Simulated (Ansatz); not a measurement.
BP (CsCl type, Pm-3m) at seven volumes, the program Ansatz at the PBEsol level (PAW), scaled uniformly. One row is withheld.

```tsv
V (Å³/atom)	P (GPa)
8.864	16.50
9.156	10.04
9.449	4.66
9.741	0.00
10.033	-4.12
10.325	?
10.618	-10.64
```

Task: Fit the shown pressures and predict the withheld one.

Result: Third-order Birch–Murnaghan: P = (3/2)B₀(x^(7/2) − x^(5/2))[1 + (3/4)(B′ − 4)(x − 1)] with x = (V₀/V)^(2/3). Least squares on the six rows gives V₀ = 9.737 Å³/atom, B₀ = 145.6 GPa, B′ = 3.93. At V = 10.325, x = 0.9617 and P = -7.61 GPa. The run itself gave -7.68 GPa.

The start of the workflow was typed in or built on a structure type; neither database checked (COD, Materials Project) lists it. It is not the phase usual at ambient conditions (space group No. 216). Symmetry was held in the PBEsol relaxation. At this level the phase is dynamically unstable (imaginary phonons). The volume moved by 16 % from the start of the relaxation. Its formation energy is positive at this level, so the cell may be metastable or incomplete.

Potentials: the earlier of the program's two PAW sets. The files were generated under PBE; for other functionals the program regenerates the frozen cores, and for LDA and PBEsol the local potential too.
